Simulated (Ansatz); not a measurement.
GaN:
```xyz
2
Lattice="-1.4246 1.4246 2.4662 1.4246 -1.4246 2.4662 1.4246 1.4246 -2.4662" Properties=species:S:1:pos:R:3 pbc="T T T"
Ga     0.0000     0.0000     3.7299
N      0.0000     0.0000     1.7698
```

Relaxed with HSE06. Special points in fractions of this cell's reciprocal vectors: Γ (0.000, 0.000, 0.000); X (0.000, 0.000, 0.500); P (0.250, 0.250, 0.250); N (0.000, 0.500, 0.000); M (0.500, 0.500, -0.500); S (0.333, 0.667, -0.333); S0 (-0.333, 0.333, 0.333); R (-0.167, 0.167, 0.500); G (0.500, 0.500, -0.167).

Problem. List the band energies nearest the valence-band maximum at these points for HSE06 (plane waves, PAW; program Ansatz).

Solution. In eV from the valence-band maximum; about four levels below and three above (degenerate sets whole), none deeper than 8.9 eV; … stands for higher levels left out; points with the same levels are listed once.

```json
[
 {"k": "Γ", "below": "-0.82 -0.82 -0.65", "above": "2.63 …"},
 {"k": "X", "below": "-7.30 -4.34 -2.88", "above": "1.46 …"},
 {"k": "P", "below": "-6.02 -6.02 -3.56", "above": "3.59 …"},
 {"k": "N", "below": "-2.28 -0.12", "above": "5.05 …"},
 {"k": "M", "below": "-8.66 -2.51 -2.51", "above": "3.49 …"},
 {"k": "S", "below": "-7.68 -6.34 -1.07", "above": "7.28 …"},
 {"k": "R", "below": "-6.31 -6.03 -4.06", "above": "4.86 …"}
]
```

Space group I4mm. The first step of the workflow began from a Materials Project structure, measured or hypothetical; the Crystallography Open Database copy checked does not list it. It is not the phase usual at ambient conditions (space group No. 186, 216). Symmetry was held in the HSE06 relaxation; whether a distortion lowers the energy is not shown. The hybrid was solved on a coarse mesh, the path and, where they were found, the r²SCAN edge points; its band edges are the extreme levels among these. Spin–orbit coupling is left out wherever it is not named.

Potentials: the earlier of the program's two PAW sets.
